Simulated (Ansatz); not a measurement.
## Sn (Im-3m), comparing deformations

The calculation used Ansatz 0.2.0, DFT PBEsol, scalar-relativistic, plane waves, PAW. Cutoff 420 eV, Γ-centred 22×22×22 k-points, Gaussian smearing of 0.15 eV. No spin polarisation. Energies are free energies at this smearing, counted from the undisturbed cell; pressure is positive in compression.

The undisturbed cell (relaxed at this level; with this scan's settings it stands at -0.3 GPa; this bcc form isn't the usual structure):

```
CELL_PARAMETERS angstrom
-1.87240 1.87240 1.87240
1.87240 -1.87240 1.87240
1.87240 1.87240 -1.87240
ATOMIC_POSITIONS crystal
Sn 0.00000 0.00000 0.00000
```

The cell is strained by ε times a Voigt pattern (xx, yy, zz, yz, xz, xy; engineering shear) with fractional coordinates fixed. τ = (1/V0) dE/dε comes from the stress tensor. Of each scan, only the three points used here are listed.

```csv
pattern,ε,τ (GPa)
"(1, 1, 0, 0, 0, 0)",-0.0100,-1.61
"(1, 1, 0, 0, 0, 0)",0.0000,0.69
"(1, 1, 0, 0, 0, 0)",0.0100,2.71
"(1, -1, 0, 0, 0, 0)",-0.0025,0.0050
"(1, -1, 0, 0, 0, 0)",0.0000,0.0000
"(1, -1, 0, 0, 0, 0)",0.0025,-0.0050
"(0, 0, 1, 0, 0, 0)",-0.0250,-0.983
"(0, 0, 1, 0, 0, 0)",0.0000,0.344
"(0, 0, 1, 0, 0, 0)",0.0250,1.465
```

Task: Which constants do the scans give, and which deformation costs least for the same size of strain tensor?

Result: The slope dτ/dε at zero (parabola through three points) is pᵀCp: (1, 1, 0, 0, 0, 0) gives 2(C11 + C12) = 216 GPa; (1, -1, 0, 0, 0, 0) gives 2(C11 − C12) = -2.0 GPa; (0, 0, 1, 0, 0, 0) gives C11 = 49 GPa. The size of the strain tensor, ε:ε, is ε² times 2.0, 2.0, 1.0. Per unit of it the stiffnesses are 108, -1.0, 49 GPa, so (1, -1, 0, 0, 0, 0) is the softest of these: at ε:ε = (1 %)² the quadratic term costs -0.01 meV/atom against 0.88 for the stiffest. The starting stress shifts them by about its own size.

In a metal these slopes depend on the k mesh and the smearing.